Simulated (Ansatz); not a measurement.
## Ansatz run, NbPd₃

input.yaml (Ansatz 0.2.0)

```yaml
crystal:
  lattice:
    - [-1.97402425, 1.97402425, 4.0103861]
    - [1.97402425, -1.97402425, 4.0103861]
    - [1.97402425, 1.97402425, -4.0103861]
  atoms:
    - { symbol: Nb, position: [0.0, 0.0, 0.0] }
    - { symbol: Pd, position: [0.75, 0.25, 0.5] }
    - { symbol: Pd, position: [0.25, 0.75, 0.5] }
    - { symbol: Pd, position: [0.5, 0.5, 0.0] }
  symmetry: { tolerance: 0.0003 }
kpoints:
  mp_grid: { grid: [11, 11, 11], shift: [0, 0, 0] }
  band_path:
    path:
      - [0.0, 0.0, 0.0]
      - [0.0, 0.0, 0.5]
      - [0.25, 0.25, 0.25]
      - [0.0, 0.5, 0.0]
      - [0.0, 0.0, 0.0]
      - [0.5, 0.5, -0.5]
      - [0.3105721, 0.6894279, -0.3105721]
      - [-0.3105721, 0.3105721, 0.3105721]
      - [0.0, 0.0, 0.0]
      - [0.0, 0.0, 0.5]
      - [-0.12114419, 0.12114419, 0.5]
    npoints: 6
magnetization:
  spin_polarized: false
scf:
  occupations: { method: gaussian, width: 0.108 }
  lower_state_search: "off"
  max_iter: 200
hamiltonian:
  pseudopotentials: { kind: paw }
  xc: r2scan
basis:
  ecutwfc: 500
  fft_grid_basis: typed
output:
  forces: true
  stress: true
  eigenvalues: true
  bader: true
  populations: true
  elf: true
  write_potential: true
  volumetric_format: npy
  dos:
    e_range: [-12, 8]
    de: 0.05
    projected: { site_lists: { Nb: [Nb], Pd: [Pd] } }
checkpoint:
  read: saved_state
```

The saved state is an earlier solution for the same cell, perhaps on another mesh. 

Output (shortened):

```
SCF iter   1: F=-25522.6140 eV  Δρ=2.00e-3  dr2=9.27e-4  dr2_τ=8.79e-3
SCF iter   2: F=-25522.6156 eV  Δρ=9.98e-4  dr2=1.80e-4  dr2_τ=8.61e-5
SCF iter   3: F=-25522.6156 eV  Δρ=4.00e-4  dr2=5.57e-5  dr2_τ=1.22e-5
SCF iter   4: F=-25522.6156 eV  Δρ=1.59e-4  dr2=1.26e-5  dr2_τ=1.66e-6
SCF iter   5: F=-25522.6156 eV  Δρ=6.10e-5  dr2=1.66e-6  dr2_τ=1.79e-7
SCF iter   6: F=-25522.6156 eV  Δρ=1.87e-5  dr2=2.45e-7  dr2_τ=2.41e-8
SCF iter   7: F=-25522.6156 eV  Δρ=1.04e-5  dr2=8.10e-8  dr2_τ=5.13e-9
Free energy (F): -25522.6156 eV
Harris-Foulkes:  -25522.6156 eV  (|F-HF|=1.92e-8)
Internal energy: -25522.6050 eV  (E = F + TS)
E sigma→0 (E₀):  -25522.6103 eV
Entropy (-TS):   -0.0106 eV (-2.649 meV/atom)
Fermi energy:    19.7216 eV
--- Per-component energies (eV) ---
  E_band       = -570.8331
  E_kinetic    = 1935.2736
  E_local      = -6255.2483  (includes V_loc(G=0)·N_el)
  E_nonlocal   = 766.1640
  E_hartree    = 2500.1431
  E_xc         = -651.3219
  E_vxc        = -936.3938  (∫ρ·V_xc dr)
  E_paw        = -14403.7663  (= ΣΔE_a)
  E_vpaw       = -1147.8044  (= ΣTr[D̂ρ^β])
  E_aug_tail   = 0.0003  (compensation charges beyond the density's cutoff)
  E_vtau       = 66.8964  (kinetic-family band-sum trace: ∫τ·v_τ [+ j·A + Jᵃ·Aᵃ] dr)
  E_ewald      = -9412.3009
  E_core_change = -1.5487  (= ΣΔE_core)
  E_smearing   = -0.0106  (= −TS)
--- Stress (GPa, compression-positive) ---
       -5.2964       0.0000       0.0000
        0.0000      -5.2964       0.0000
        0.0000       0.0000      -3.7234
  P = ⅓ Tr σ = -4.7720 GPa (-47.720 kbar)
--- Löwdin populations: 4 sites ---
  site symbol       q [e]
     0     Nb     13.8658
     1     Pd     17.2690
     2     Pd     17.2690
     3     Pd     17.2955
  spilling = 0.0194 (of n_electrons = 67.0000)
```

Origin: a database entry at a rescaled volume.
